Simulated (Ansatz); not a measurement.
**Relaxing a structure of NbP**

The start is a generated cell, NbP built in the CrB structure type. A full variable-cell relaxation at zero pressure is run with PBE (plane waves to 420 eV, PAW, scalar-relativistic; Ansatz, a first-principles code). The first steps use a coarse 7×7×6 k-mesh.

Initial structure:
```yaml
crystal:
  lattice:
    - [1.87103, -4.94427, 0.00000]
    - [1.87103, 4.94427, 0.00000]
    - [0.00000, 0.00000, 3.68728]
  atoms:
    - { symbol: P, position: [0.56400, 0.43600, 0.75000] }
    - { symbol: P, position: [0.43600, 0.56400, 0.25000] }
    - { symbol: Nb, position: [0.85475, 0.14525, 0.75000] }
    - { symbol: Nb, position: [0.14525, 0.85475, 0.25000] }
```

**Question.** How large is the pressure on the unrelaxed cell, and of which sign?

**Answer.** -16 GPa (negative: the cell is under tension).

**Question.** What is the largest force in the starting geometry, and on which atom (counted from 1)?

**Answer.** About 2.5 eV/Å, on P1, P2 (atoms numbered as listed).

**Question.** How much energy is released per atom?

**Answer.** 0.65 eV/atom.

**Question.** How do the shortest distances between atoms change?

**Answer.** The closest pairs of elements (up to four, under 3.6 Å), start → end: P–P 2.24 → 2.72 Å; Nb–P 2.75 → 2.51 Å; Nb–Nb 3.35 → 3.13 Å.

**Question.** What band gap does the relaxed structure have at this level?

**Answer.** Zero (metallic).

The space group stays Cmcm (No. 63) (the run could not lower it), with 4 atoms in the primitive cell. Final values are on a 15×15×11 k-mesh of the relaxed cell. No spin polarisation in the result.

The run could not lose the symmetry of its start: the end is stationary, and may be a saddle point rather than a minimum.

The relaxed structure here is a generated cell of NbP: the first start was made by placing the elements on the sites of a structure type, and the end was not matched to a known phase here, so it may be hypothetical.
